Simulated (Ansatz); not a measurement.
The cell is the one relaxed in the Materials Project (mp-11), not relaxed further here; entries there can be hypothetical.

An input for As and the output that it gave: DFT, PBEsol, all-electron LAPW, scalar-relativistic (Ansatz 0.2.0).

```yaml
crystal:
  lattice:
    - [1.8774110887, 1.0839237974, 3.7043351684]
    - [-1.8774110887, 1.0839237974, 3.7043351684]
    - [0.0, -2.1678475948, 3.7043351684]
  atoms:
    - { symbol: As, position: [0.22443359, 0.22443359, 0.22443359] }
    - { symbol: As, position: [0.77556641, 0.77556641, 0.77556641] }
kpoints:
  mp_grid: { grid: [12, 12, 12] }
  band_path:
    path:
      - [0.0, 0.0, 0.0]
      - [0.5, 0.5, 0.5]
      - [0.776253106, 0.223746894, 0.5]
      - [0.5, -0.223746894, 0.223746894]
      - [0.5, 0.0, 0.0]
      - [0.0, 0.0, 0.0]
      - [0.361873447, -0.361873447, 0.0]
      - [0.638126553, 0.0, 0.361873447]
      - [0.5, 0.0, 0.5]
    npoints: 8
scf:
  occupations: { method: fermi_dirac, width: 0.05 }
hamiltonian:
  xc: pbesol
  pseudopotentials: { kind: all_electron, lapw: { basis_error: 0.0005 } }
output:
  forces: true
  stress: true
  eigenvalues: true
  populations: true
  dos: { projected: true, de: 0.2, e_range: [-14, 8] }
```

The log:

```
As: projections on atomic orbitals take those of the free atom 1s2 2s2 2p6 3s2 3p6 3d10 4s2 4p3, of charge +0.00 (hamiltonian.pseudopotentials.projection_atoms)
LAPW: plane waves up to 9.036 Å⁻¹, error target 5.0e-4 eV per atom; small_component_spin mean_spin; As in spheres of 1.260 Å, 23 of its electrons in bands, Dirac shells []
Engine: ansatz 0.2.0
Pseudopotentials: kind: all_electron
Pseudopotential: As, LAPW, valence charge 23, Koelling and Harmon's equation, gaussian nucleus
Functional definition: PBEsol
  exchange = pbesol_x
  correlation = pbesol_c
Crystal: 2 atoms, lattice volume = 45.229 Å³
Basis set: ecut = 311.0623550226124 eV, 593 PW (Γ), FFT grids on a1−a3, a2−a3, a3, exchange–correlation at level 2
Bands: 28, of which v1, the nominal top of the filled ones, is band 23 counted from 1 (22 counted from 0)
Symmetry: 12 space group operations
Space group: R-3m (ITA 166), of the structure as read, at distance tolerance 3.6e-5 Å
k-points: 189 of 1728
Non-local potential: As, projectors of the file, none
Initial density: superposition of atomic densities (chi_scale 0.1, normalization cell)
Initial wavefunctions: plane waves of lowest kinetic energy (no species holds an atomic orbital)
Functional: x = pbesol(κ = 0.804, μ = 0.12345679012345678), c = pbesol(β = 0.046)
iter 1 solved again at ethr=2.64e-4 eV; its pass at ethr=1.00e-1 eV (dr2=1.22e-1 eV) is discarded
SCF iter   1: F=—  HF=-122961.647524 eV  |F-HF|=—  |Δ(HF+E_count)|=         —  Δρ=1.91e-2  dr2=1.22e-1  ethr=2.64e-4  ⟨swp⟩=3.0  Hψ=34220  notcnv=0
preconditioner: auto → Kerker (q_TF=auto, 2.736 Å⁻¹)  [metal: Δε(μ)=0.053 eV  Ē_g=11.063 eV  σ=0.050 eV  W_gap=0.26  n_scr=14 (ndim 8)  ℏωp=17.5 eV  f_vac=0.029  D(μ)=0.22/eV (n_scr^D=0)]
SCF iter   2: F=—  HF=-122961.630033 eV  |F-HF|=—  |Δ(HF+E_count)|=   1.75e-2  Δρ=1.27e-2  dr2=6.59e-2  ethr=2.64e-4  ⟨swp⟩=2.0  Hψ=15181  notcnv=0
SCF iter   3: F=—  HF=-122961.620827 eV  |F-HF|=—  |Δ(HF+E_count)|=   9.21e-3  Δρ=3.50e-3  dr2=8.12e-3  ethr=1.43e-4  ⟨swp⟩=2.0  Hψ=15598  notcnv=0
SCF iter   4: F=—  HF=-122961.617857 eV  |F-HF|=—  |Δ(HF+E_count)|=   2.97e-3  Δρ=1.75e-3  dr2=2.56e-3  ethr=1.76e-5  ⟨swp⟩=2.0  Hψ=15152  notcnv=0
SCF iter   5: F=—  HF=-122961.618157 eV  |F-HF|=—  |Δ(HF+E_count)|=         —  Δρ=7.84e-4  dr2=3.94e-4  ethr=5.56e-6  ⟨swp⟩=2.0  Hψ=15131  notcnv=0
the basis was enlarged: its passes take 316.9 KiB over the memory plan, 1 of 1 planned eigensolver slots
SCF iter   6: F=—  HF=-122961.618209 eV  |F-HF|=—  |Δ(HF+E_count)|=   5.19e-5  Δρ=3.28e-4  dr2=5.71e-5  ethr=8.56e-7  ⟨swp⟩=2.0  Hψ=15142  notcnv=0
SCF iter   7: F=—  HF=-122961.618215 eV  |F-HF|=—  |Δ(HF+E_count)|=   6.69e-6  Δρ=1.28e-4  dr2=8.18e-6  ethr=1.24e-7  ⟨swp⟩=2.4  Hψ=15206  notcnv=0
iter 8 solved again at ethr=6.02e-10 eV; its pass at ethr=1.78e-8 eV (dr2=2.77e-7 eV) is discarded
SCF iter   8: F=—  HF=-122961.618218 eV  |F-HF|=—  |Δ(HF+E_count)|=   2.83e-6  Δρ=2.05e-5  dr2=2.77e-7  ethr=6.02e-10  ⟨swp⟩=2.0  Hψ=26445  notcnv=0
SCF iter   9: F=-122961.618218 eV  HF=-122961.618218 eV  |F-HF|=2.62e-10  |Δ(HF+E_count)|=   1.28e-7  Δρ=9.23e-6  dr2=6.91e-8  ethr=6.01e-10  ⟨swp⟩=2.8  Hψ=15306  notcnv=0
SCF 1 converged in 9 iterations: F = -122961.618218 eV  dr2 = 6.91e-8
NSCF: frozen V_eff on 65 k-points
SCF converged after 9 iterations
Free energy (F): -122961.618218 eV
Harris-Foulkes:  -122961.618218 eV  (|F-HF|=2.62e-10)
Internal energy: -122961.616204 eV  (E = F + TS)
E sigma→0 (E₀):  -122961.617211 eV
Entropy (-TS):   -0.002014 eV (-1.007 meV/atom)
Fermi energy:    10.620816 eV
--- Per-component energies (eV) ---
  E_band       = -2593.188515
  E_kinetic    = 125691.813141
  E_xc         = -4475.285210
  E_electrostatic = -244178.144135  (all electrons and nuclei)
  E_smearing   = -0.002014  (= −TS)
  E_closure    = 0.000000  (closes the sum)
  E_atoms      = -122951.449291  (free atoms, spherical and without spin; not in F)
  Σ components = -122961.618218   (vs F -122961.618218, Δ=0.00e0)
  Basis errors (estimates in eV, not in F): energy 2.3e-4 per atom: plane waves 2.1e-4 (1.2e-4 summed), levels above the bands 2.0e-62, relativity 4.8e-9, radial functions 2.3e-5, core shells 2.6e-10; eigenvalues (radial functions only) 4.4e-7; not estimated: angular momenta, meshes, grids; target (lapw.basis_error) 5.0e-4; muffin-tin radii As 1.260 Å
--- Forces (eV/Å), atoms counted from 1 ---
  atom   1  As     0.00000000    -0.00000000     0.16810724
  atom   2  As    -0.00000000     0.00000000    -0.16810724
  max |Σ_I F_I| component: 9.25e-18 eV/Å
--- Stress (GPa, compression-positive) ---
       -1.102557      -0.000000      -0.000000
       -0.000000      -1.102557      -0.000000
       -0.000000      -0.000000      -1.991426
  P = ⅓ Tr σ = -1.3988 GPa (-13.988 kbar)
--- Band table (eV; the first three rows and the last of 189) ---
  k-point 0: bands = ["-174.8728", "-174.8723", "-118.4439", "-118.4439", "-118.4415", "-118.4415", "-118.4146", "-118.4130", "-25.7557", "-25.7557", "-25.7128", "-25.7128", "-25.6818", "-25.6469", "-25.6469", "-25.6344", "-25.6042", "-25.6042", "-4.2923", "4.3002", "7.8582", "8.6891", "8.6891", "11.9351", "13.2524", "13.2524", "17.6940", "17.6940"]
  k-point 1: bands = ["-174.8728", "-174.8723", "-118.4439", "-118.4439", "-118.4415", "-118.4415", "-118.4146", "-118.4131", "-25.7551", "-25.7537", "-25.7121", "-25.7113", "-25.6815", "-25.6478", "-25.6470", "-25.6356", "-25.6059", "-25.6048", "-4.2010", "4.0608", "7.9252", "8.4599", "8.5962", "12.2195", "13.0552", "13.2394", "16.9087", "17.4936"]
  k-point 2: bands = ["-174.8728", "-174.8723", "-118.4439", "-118.4438", "-118.4416", "-118.4414", "-118.4145", "-118.4131", "-25.7537", "-25.7481", "-25.7104", "-25.7072", "-25.6802", "-25.6506", "-25.6474", "-25.6389", "-25.6106", "-25.6067", "-3.9291", "3.3881", "7.7661", "8.3667", "8.4599", "12.1153", "12.9643", "13.1128", "16.2715", "16.9798"]
  k-point 188: bands = ["-174.8728", "-174.8723", "-118.4439", "-118.4439", "-118.4415", "-118.4415", "-118.4146", "-118.4131", "-25.7483", "-25.7483", "-25.7101", "-25.7101", "-25.6797", "-25.6481", "-25.6481", "-25.6359", "-25.6127", "-25.6127", "-3.3198", "0.8005", "8.8930", "8.8930", "10.0125", "11.6096", "11.6096", "12.3499", "18.1087", "20.6864"]
--- Löwdin populations: 2 sites ---
  site symbol       q [e]
     0     As     32.9642
     1     As     32.9642
  spilling = 0.001086 (of n_electrons = 66.000000)
```
